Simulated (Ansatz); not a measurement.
Relaxation of MgAlSn

All numbers below come from DFT r2SCAN, scalar-relativistic, plane waves, PAW (Ansatz 0.2.0). Settings: 500 eV cutoff, 12×12×12 k-mesh, Gaussian smearing of 0.10 eV, no spin polarisation.

What was changed in BaAlSn: Ba → Mg on all its sites, cell and atoms relaxed.

Command:

```bash
ansatz run input.yaml --threads 1 --pin off --max-ram 1331MiB --backend cpu --events-out ev --progress --plain --runs-dir out
```

Input:

```yaml
crystal:
  lattice:
    - [4.7603009919, 0.0, 0.0]
    - [-2.380150496, 4.1225415887, 0.0]
    - [0.0, 0.0, 3.3933341443]
  atoms:
    - { symbol: Mg, position: [0.6666666667, 0.3333333333, 0.0] }
    - { symbol: Al, position: [0.0, 0.0, 0.5] }
    - { symbol: Sn, position: [0.3333333333, 0.6666666667, 0.5] }
basis:
  ecutwfc: 500
kpoints:
  mp_grid: { grid: [12, 12, 12] }
hamiltonian:
  xc: r2scan
scf:
  occupations: { method: gaussian, width: 0.1 }
output:
  forces: true
  stress: true
  eigenvalues: true
relax:
  adjacent_minimum: "off"
  f_tol: 0.01
  max_steps: 60
  cell: { stress_tol: 0.1 }
```

F is the free energy. Steps run on the plane waves of an earlier cell, but the last one, and at times one on the way, on a freshly chosen basis, so a repeated geometry can differ a little in energy.

Steps:

| step | F − F(1) (eV) | largest force component (eV/Å) | V (Å³/atom) | P (GPa) |
| --- | --- | --- | --- | --- |
| 1 | 0.0000 | 0.000 | 22.198 | -0.10 |
| 2 | -0.0919 | 0.000 | 21.805 | -0.19 |
| 3 | -0.1264 | 0.000 | 21.239 | 0.79 |
| 4 | -0.1301 | 0.000 | 21.524 | 0.03 |
| 5 | -0.1332 | 0.000 | 21.626 | -0.28 |
| 6 | -0.1335 | 0.000 | 21.521 | 0.00 |
| 7 | -0.1333 | 0.000 | 21.521 | 0.00 |

Relaxed structure:

```xyz
3
Lattice="4.9619 0.0000 0.0000 -2.4809 4.2971 0.0000 0.0000 0.0000 3.0280" Properties=species:S:1:pos:R:3 pbc="T T T"
Mg    2.4809    1.4324    0.0000
Al    0.0000    0.0000    1.5140
Sn    0.0000    2.8647    1.5140
```

It takes space group P-6m2 (No. 187, hexagonal). Conventional cell: a = 4.962 Å, b = 4.962 Å, c = 3.028 Å, α = 90.00°, β = 90.00°, γ = 120.00°. Around Mg (site symmetry -6m2) lie 2 Mg at 3.03 Å and 6 Sn at 3.24 Å and 6 Al at 3.24 Å. Al (site symmetry -6m2) has 3 Sn at 2.86 Å and 2 Al at 3.03 Å and 6 Mg at 3.24 Å as nearest neighbours. Sn (site symmetry -6m2) has 3 Al at 2.86 Å and 2 Sn at 3.03 Å and 6 Mg at 3.24 Å as nearest neighbours.

The run converged. The run took roughly 4 core-minutes.